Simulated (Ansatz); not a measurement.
Ta (bcc, W type)

Space group Im-3m (No. 229); a = 3.282 Å, b = 3.282 Å, c = 3.282 Å, α = 90.00°, β = 90.00°, γ = 90.00°

```tsv
atom	site	symmetry	x	y	z
Ta	2a	m-3m	0.0000	0.0000	0.0000
```
(The calculation used a cell of 1 atom; values per cell refer to that cell.)

E(V) scan at fixed shape, V₀ the volume above. Symmetry pins the atoms to their sites.

These are PBEsol (plane waves to 420 eV, PAW, scalar-relativistic; Ansatz, a first-principles code) values and carry that method's errors. k mesh 20×20×20 (Γ-centred), Fermi-Dirac smearing 0.05 eV. Energies are smeared free energies. Spin-orbit coupling is left out, though Ta is heavy. Ta is run without spin polarisation. Ta was relaxed with its symmetry unable to fall. The PAW data are Ansatz's earlier set. ΔE is measured from the relaxed starting cell. The last digit holds for this mesh only.

```
V (Å³/atom)  ΔE (meV/atom)
-----------  -------------
16.614                45.6
16.827                28.6
17.039                15.8
17.251                 6.9
17.463                 1.7
17.675                 0.0
17.887                 1.6
18.099                 6.4
18.311                14.1
18.523                24.6
18.735                37.8
```

What bulk modulus B₀ follows from a third-order Birch-Murnaghan fit?

209 GPa.

What is the fitted pressure derivative B₀′?

3.7.

(A scan under strain: stresses follow from slopes of the energy per volume, elastic moduli from its curvatures.)
